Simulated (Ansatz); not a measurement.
# Comparing deformations in Sr

Level of theory: Ansatz, DFT PBEsol, scalar-relativistic, plane waves, PAW. The runs took a 420 eV cutoff, a Γ-centred 10×10×10 mesh and Gaussian smearing (0.03 eV). No spin polarisation. Energies are free energies at this smearing, counted from the undisturbed cell; pressure is positive in compression.

The undisturbed cell (as given, not relaxed at this level; it stands at -0.9 GPa):

```yaml
crystal:
  lattice:
    - [0.00000, 3.04235, 3.04235]
    - [3.04235, 0.00000, 3.04235]
    - [3.04235, 3.04235, 0.00000]
  atoms:
    - { symbol: Sr, position: [0.00000, 0.00000, 0.00000] }
```

The cell is strained by ε times a Voigt pattern (xx, yy, zz, yz, xz, xy; engineering shear) with fractional coordinates fixed. τ = (1/V0) dE/dε comes from the stress tensor. Of each scan, only the three points used here are listed.

```csv
pattern,ε,τ (GPa)
"(0, 0, 0, 0, 1, 0)",-0.0050,-0.0107
"(0, 0, 0, 0, 1, 0)",0.0000,0.0000
"(0, 0, 0, 0, 1, 0)",0.0025,0.0051
"(1, 1, 0, 0, 0, 0)",-0.0250,0.794
"(1, 1, 0, 0, 0, 0)",0.0000,1.815
"(1, 1, 0, 0, 0, 0)",0.0250,2.644
"(0, 0, 1, 0, 0, 0)",-0.0250,0.632
"(0, 0, 1, 0, 0, 0)",0.0000,0.907
"(0, 0, 1, 0, 0, 0)",0.0250,1.135
```

Q: Which constants do the scans give, and which deformation costs least for the same size of strain tensor?

A: The slope dτ/dε at zero (parabola through three points) is pᵀCp: (0, 0, 0, 0, 1, 0) gives C44 = 2.1 GPa; (1, 1, 0, 0, 0, 0) gives 2(C11 + C12) = 37 GPa; (0, 0, 1, 0, 0, 0) gives C11 = 10.0 GPa. The size of the strain tensor, ε:ε, is ε² times 0.5, 2.0, 1.0. Per unit of it the stiffnesses are 4.2, 19, 10.0 GPa, so (0, 0, 0, 0, 1, 0) is the softest of these: at ε:ε = (1 %)² the quadratic term costs 0.07 meV/atom against 0.33 for the stiffest. These are clamped-ion values. The starting stress shifts them by about its own size.

Q: What else follows for this cubic crystal?

A: From the unrounded slopes C11 = 10.0 and C12 = 8.5 GPa, so B = (C11 + 2 C12)/3 = 9 GPa and the Poisson ratio for a pull along a cube edge is C12/(C11 + C12) = 0.46.

In a metal these slopes depend on the k mesh and the smearing.